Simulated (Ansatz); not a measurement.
Given:

GaN:
```xyz
2
Lattice="-1.4143 1.4143 2.4447 1.4143 -1.4143 2.4447 1.4143 1.4143 -2.4447" Properties=species:S:1:pos:R:3 pbc="T T T"
Ga     0.0000     0.0000     3.6974
N      0.0000     0.0000     1.7543
```

This is the LDA-relaxed structure.

Problem. All from the program Ansatz at the LDA level (PAW), unless another level is named. Give the Born charges (a third of the trace).

Solution. Ga +3.25, N -3.25 e.

Problem. And the electronic dielectric constant ε∞ (DFPT)?

Solution. 7.73 (xx = yy), 7.01 (zz).

Problem. Next, the static dielectric constant ε0 (ions relaxed, cell fixed)?

Solution. 33.2 (xx = yy), 14.1 (zz).

Space group I4mm. The workflow started from a Materials Project entry (that database holds measured and hypothetical structures alike); the Crystallography Open Database copy checked does not list it. It is not the phase usual at ambient conditions (space group No. 186, 216). The cell was relaxed with LDA under the symmetry of its start. At this level the phase is dynamically unstable (imaginary phonons). Scalar-relativistic: spin–orbit coupling is off unless named, which matters more the heavier the elements.

Potentials: the later of the program's two PAW sets.
